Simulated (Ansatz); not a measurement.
TiO2:
```yaml
crystal:
  lattice:
    - [5.07616, 0.00000, 0.00000]
    - [0.00000, 9.08829, 0.00000]
    - [0.00000, 0.00000, 5.38920]
  atoms:
    - { symbol: Ti, position: [0.13847, 0.12891, 0.90329] }
    - { symbol: Ti, position: [0.63847, 0.37109, 0.09671] }
    - { symbol: Ti, position: [0.36153, 0.87109, 0.40329] }
    - { symbol: Ti, position: [0.86153, 0.62891, 0.59671] }
    - { symbol: Ti, position: [0.86153, 0.87109, 0.09671] }
    - { symbol: Ti, position: [0.36153, 0.62891, 0.90329] }
    - { symbol: Ti, position: [0.63847, 0.12891, 0.59671] }
    - { symbol: Ti, position: [0.13847, 0.37109, 0.40329] }
    - { symbol: O, position: [0.81495, 0.01038, 0.85164] }
    - { symbol: O, position: [0.31495, 0.48962, 0.14836] }
    - { symbol: O, position: [0.68505, 0.98962, 0.35164] }
    - { symbol: O, position: [0.18505, 0.51038, 0.64836] }
    - { symbol: O, position: [0.18505, 0.98962, 0.14836] }
    - { symbol: O, position: [0.68505, 0.51038, 0.85164] }
    - { symbol: O, position: [0.31495, 0.01038, 0.64836] }
    - { symbol: O, position: [0.81495, 0.48962, 0.35164] }
    - { symbol: O, position: [0.46520, 0.23013, 0.89064] }
    - { symbol: O, position: [0.96520, 0.26987, 0.10936] }
    - { symbol: O, position: [0.03480, 0.76987, 0.39064] }
    - { symbol: O, position: [0.53480, 0.73013, 0.60936] }
    - { symbol: O, position: [0.53480, 0.76987, 0.10936] }
    - { symbol: O, position: [0.03480, 0.73013, 0.89064] }
    - { symbol: O, position: [0.96520, 0.23013, 0.60936] }
    - { symbol: O, position: [0.46520, 0.26987, 0.39064] }
```

Relaxed with LDA. Special points in fractions of this cell's reciprocal vectors: Γ (0.000, 0.000, 0.000); X (0.500, 0.000, 0.000); S (0.500, 0.500, 0.000); Y (0.000, 0.500, 0.000); Z (0.000, 0.000, 0.500); U (0.500, 0.000, 0.500); R (0.500, 0.500, 0.500); T (0.000, 0.500, 0.500).

Q: List the band energies nearest the valence-band maximum at these points for LDA in the plane-wave PAW code Ansatz.

A: In eV from the valence-band maximum; about four levels below and three above (degenerate sets whole), none deeper than 8.9 eV; points with the same levels are listed once.

```tsv
k	below	above
Γ	-0.50 -0.26 -0.19 0.00	2.32 2.76 2.94 2.94
X	-0.64 -0.64 -0.19 -0.19	2.65 2.65 2.92 2.92
S	-0.31 -0.31 -0.31 -0.31	2.76 2.76 2.76 2.76
Y	-0.30 -0.30 -0.21 -0.21	2.50 2.50 2.85 2.85
Z	-0.69 -0.69 -0.64 -0.64	2.83 2.83 3.04 3.04
U	-0.71 -0.71 -0.71 -0.71	2.98 2.98 2.98 2.98
R	-0.54 -0.54 -0.54 -0.54	3.04 3.04 3.04 3.04
T	-0.56 -0.56 -0.56 -0.56	2.97 2.97 2.97 2.97
```

Space group Pbca. The cell was relaxed with LDA under the symmetry of its start; phonons on a q-mesh show no instability. The run is not spin-polarised.

Potentials: the later of the program's two PAW sets.
